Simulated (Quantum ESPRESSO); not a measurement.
TiZnIn2O6, input and log of a self-consistent run

Simulated, not a measurement. The program is pw.x of Quantum ESPRESSO 7.5 (plane-wave density functional theory). The cell is made up: 10 atoms on a corundum lattice, with randomly drawn elements, strain and displacements, not relaxed. PseudoDojo standard norm-conserving files (v0.5 for PBE, v0.4.1 for LDA and PBEsol) set the functional; there is no spin polarisation, spin-orbit coupling or dispersion term, and the masses in the input are unused placeholders.

Input:

```
&control calculation='scf', pseudo_dir='./dojo.nc.sr.pbe.v0_5.standard.upf', outdir='./o', disk_io='low', tprnfor=.true., tstress=.true. /
&system ibrav=0, nat=10, ntyp=4, nbnd=53, ecutwfc=105.61755193, nosym=.true., tot_charge=0,
 occupations='smearing', smearing='fd', degauss=0.0018374661
/
&electrons conv_thr=7.350e-09, electron_maxstep=60, /
ATOMIC_SPECIES
In 1.0 In.upf
O 1.0 O.upf
Ti 1.0 Ti.upf
Zn 1.0 Zn.upf
CELL_PARAMETERS angstrom
2.7151 1.5676 4.7879
-2.7151 1.5676 4.7879
0.0 -3.1351 4.7879
ATOMIC_POSITIONS angstrom
Ti -0.1185 -0.0084 5.148
Zn 0.0055 0.0637 2.0166
In -0.0347 0.0096 9.3538
In 0.1095 0.0108 12.1354
O -1.0645 1.581 8.2507
O -0.9064 -1.8108 8.4158
O 1.9381 0.2904 8.484
O 1.1232 -1.54 5.8844
O 0.796 1.732 6.0764
O -1.8088 -0.0559 5.8866
K_POINTS automatic
7 7 7 1 1 1
```

The log is shortened where brackets say so; the opening notice, blank lines, dates and the lines on written files are dropped, and the path of the files is cut. It prints rydbergs, bohrs and kilobars, and counts compression as positive stress.

```
     Program PWSCF v.7.5
     Parallel version (MPI & OpenMP), running on       4 processor cores
     Number of MPI processes:                 4
     Threads/MPI process:                     1
     [start-up lines left out]
     bravais-lattice index     =            0
     lattice parameter (alat)  =      10.8150  a.u.
     unit-cell volume          =     825.0966 (a.u.)^3
     number of atoms/cell      =           10
     number of atomic types    =            4
     number of electrons       =        94.00
     number of Kohn-Sham states=           53
     kinetic-energy cutoff     =     105.6176  Ry
     charge density cutoff     =     422.4702  Ry
     scf convergence threshold =      7.3E-09
     mixing beta               =       0.7000
     number of iterations used =            8  plain     mixing
     Exchange-correlation= PBE
                           (   1   4   3   4   0   0   0)
     [axes and pseudopotential details left out]
   Cartesian axes
     site n.     atom                  positions (alat units)
         1        Ti     tau(   1) = (  -0.0207058  -0.0014678   0.8995228  )
         2        Zn     tau(   2) = (   0.0009610   0.0111305   0.3523655  )
         3        In     tau(   3) = (  -0.0060632   0.0016774   1.6344126  )
         4        In     tau(   4) = (   0.0191332   0.0018871   2.1204485  )
         5        O      tau(   5) = (  -0.1860027   0.2762520   1.4416653  )
         6        O      tau(   6) = (  -0.1583775  -0.3164056   1.4705136  )
         7        O      tau(   7) = (   0.3386490   0.0507423   1.4824303  )
         8        O      tau(   8) = (   0.1962595  -0.2690880   1.0281958  )
         9        O      tau(   9) = (   0.1390871   0.3026367   1.0617444  )
        10        O      tau(  10) = (  -0.3160561  -0.0097675   1.0285802  )
     number of k points=   172  Fermi-Dirac smearing, width (Ry)=  0.0018
     Number of k-points >= 100: set verbosity='high' to print them.
     Dense  grid:   121025 G-vectors     FFT dimensions: (  72,  72,  72)
     Estimated max dynamical RAM per process >     715.97 MB
     Estimated total dynamical RAM >       2.71 GB
     Initial potential from superposition of free atoms
     starting charge      93.9905, renormalised to      94.0000
     Starting wfcs are   62 randomized atomic wfcs
     total cpu time spent up to now is       13.9 secs
     per-process dynamical memory:   646.6 Mb
     Self-consistent Calculation
     iteration #  1     ecut=   105.62 Ry     beta= 0.70
     Davidson diagonalization with overlap
     ethr =  1.00E-02,  avg # of iterations =  2.0
     total cpu time spent up to now is       43.8 secs
     total energy              =    -999.51423676 Ry
     estimated scf accuracy    <       3.46677098 Ry
     iteration #  2     ecut=   105.62 Ry     beta= 0.70
     Davidson diagonalization with overlap
     ethr =  3.69E-03,  avg # of iterations =  4.5
     total cpu time spent up to now is       84.4 secs
     total energy              =    -995.16813314 Ry
     estimated scf accuracy    <      47.82154775 Ry
     iteration #  3     ecut=   105.62 Ry     beta= 0.70
     Davidson diagonalization with overlap
     ethr =  3.69E-03,  avg # of iterations =  6.1
     total cpu time spent up to now is      120.7 secs
     total energy              =   -1001.24250242 Ry
     estimated scf accuracy    <       2.26442739 Ry
     iteration #  4     ecut=   105.62 Ry     beta= 0.70
     Davidson diagonalization with overlap
     ethr =  2.41E-03,  avg # of iterations =  2.0
     total cpu time spent up to now is      151.0 secs
     total energy              =   -1001.38822106 Ry
     estimated scf accuracy    <       0.62279332 Ry
     iteration #  5     ecut=   105.62 Ry     beta= 0.70
     Davidson diagonalization with overlap
     ethr =  6.63E-04,  avg # of iterations =  3.4
     total cpu time spent up to now is      180.5 secs
     total energy              =   -1001.33696722 Ry
     estimated scf accuracy    <       0.32076470 Ry
     [iterations 6 to 11 left out]
     iteration # 12     ecut=   105.62 Ry     beta= 0.70
     Davidson diagonalization with overlap
     ethr =  6.33E-08,  avg # of iterations =  3.0
     total cpu time spent up to now is      405.3 secs
     total energy              =   -1001.35999219 Ry
     estimated scf accuracy    <       0.00001322 Ry
     iteration # 13     ecut=   105.62 Ry     beta= 0.70
     Davidson diagonalization with overlap
     ethr =  1.41E-08,  avg # of iterations =  2.0
     total cpu time spent up to now is      432.8 secs
     total energy              =   -1001.35999358 Ry
     estimated scf accuracy    <       0.00000067 Ry
     iteration # 14     ecut=   105.62 Ry     beta= 0.70
     Davidson diagonalization with overlap
     ethr =  7.15E-10,  avg # of iterations =  4.2
     total cpu time spent up to now is      466.7 secs
     total energy              =   -1001.35999380 Ry
     estimated scf accuracy    <       0.00000011 Ry
     iteration # 15     ecut=   105.62 Ry     beta= 0.70
     Davidson diagonalization with overlap
     ethr =  1.16E-10,  avg # of iterations =  2.0
     total cpu time spent up to now is      496.9 secs
     total energy              =   -1001.35999382 Ry
     estimated scf accuracy    <       0.00000002 Ry
     iteration # 16     ecut=   105.62 Ry     beta= 0.70
     Davidson diagonalization with overlap
     ethr =  1.67E-11,  avg # of iterations =  2.9
     total cpu time spent up to now is      528.8 secs
     End of self-consistent calculation
     [lines on levels left out]
!    total energy              =   -1001.35999382 Ry
     estimated scf accuracy    <          9.9E-10 Ry
     smearing contrib. (-TS)   =      -0.00000000 Ry
     internal energy E=F+TS    =   -1001.35999382 Ry
     The total energy is F=E-TS. E is the sum of the following terms:
     one-electron contribution =    -489.80273420 Ry
     hartree contribution      =     303.12397151 Ry
     xc contribution           =    -193.00624112 Ry
     ewald contribution        =    -621.67499001 Ry
     convergence has been achieved in  16 iterations
     Forces acting on atoms (cartesian axes, Ry/au):
     atom    1 type  3   force =     0.02998237   -0.00439449   -0.08396642
     atom    2 type  4   force =     0.01345505    0.00138828    0.02569885
     atom    3 type  1   force =     0.01557395   -0.00961425   -0.15954219
     atom    4 type  1   force =    -0.08995683    0.03986894    0.13635987
     atom    5 type  2   force =    -0.03680681    0.00087208    0.03785577
     atom    6 type  2   force =     0.08869049    0.00894340    0.05644565
     atom    7 type  2   force =     0.02384461   -0.01084107    0.01938680
     atom    8 type  2   force =    -0.09799740    0.06466605    0.03228110
     atom    9 type  2   force =     0.01735148   -0.10487667   -0.08901738
     atom   10 type  2   force =     0.03586309    0.01398772    0.02449796
     Total force =     0.337628     Total SCF correction =     0.000117
     Computing stress (Cartesian axis) and pressure
          total   stress  (Ry/bohr**3)                   (kbar)     P=        3.33
  -0.00002267   0.00001850  -0.00025056           -3.33        2.72      -36.86
   0.00001850  -0.00026091   0.00007036            2.72      -38.38       10.35
  -0.00025056   0.00007036   0.00035148          -36.86       10.35       51.70
     init_run     :     13.32s CPU     13.79s WALL (       1 calls)
     electrons    :    513.72s CPU    514.91s WALL (       1 calls)
     forces       :      4.76s CPU      4.76s WALL (       1 calls)
     stress       :     17.47s CPU     17.47s WALL (       1 calls)
     [timing details left out]
     PWSCF        :   9m 9.61s CPU   9m12.39s WALL
     JOB DONE.
```

In other units: free energy -13624.197 eV for the cell, pressure 0.33 GPa, largest force component 4.102 eV/Å. This run is the check on a run of the same cell at a cutoff of 1143 eV and k mesh 5 x 5 x 5: rerunning at a cutoff of 1437 eV and k mesh 7 x 7 x 7 moved values by no more than 0.003 eV in energy, 0.04 GPa in stress and 0.002 eV/Å in force.